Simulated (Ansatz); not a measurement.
Crystals of one structure type (hcp (Mg type)), relaxed and computed with PBE in the plane-wave PAW code Ansatz.

```
crystal  a (Å)  V (Å³/atom)  spin order and moments (μB)  B₀ by P(V) fit (GPa)
-------  -----  -----------  ---------------------------  --------------------
Be       2.262         7.91           not spin-polarised                   123
Mg       3.210        22.93           not spin-polarised                  35.9
Sc       3.319        24.64             moments vanished                  54.1
Ti       2.939        17.39           not spin-polarised                   112
Y            ?            ?             moments vanished                     ?
Zr       3.232        23.39           not spin-polarised                  93.1
Ru       2.721        13.77           not spin-polarised                   312
Hf       3.205        22.53           not spin-polarised                   107
```

Question: Complete the blanks.

Answer: 
- Y, a (Å): 3.658
- Y, V (Å³/atom): 32.91
- Y, B₀ by P(V) fit (GPa): 40.8

Began spin-polarised and lost the moments: Sc, hcp (Mg type); Y, hcp (Mg type). All cells were relaxed under the symmetry of their starts (and spin orders); stability against distortions was not tested throughout. Rows with no word on spin ran without spin polarisation. Scalar-relativistic: spin–orbit coupling is off unless named, which matters more the heavier the elements.

Potentials: the earlier of the program's two PAW sets.
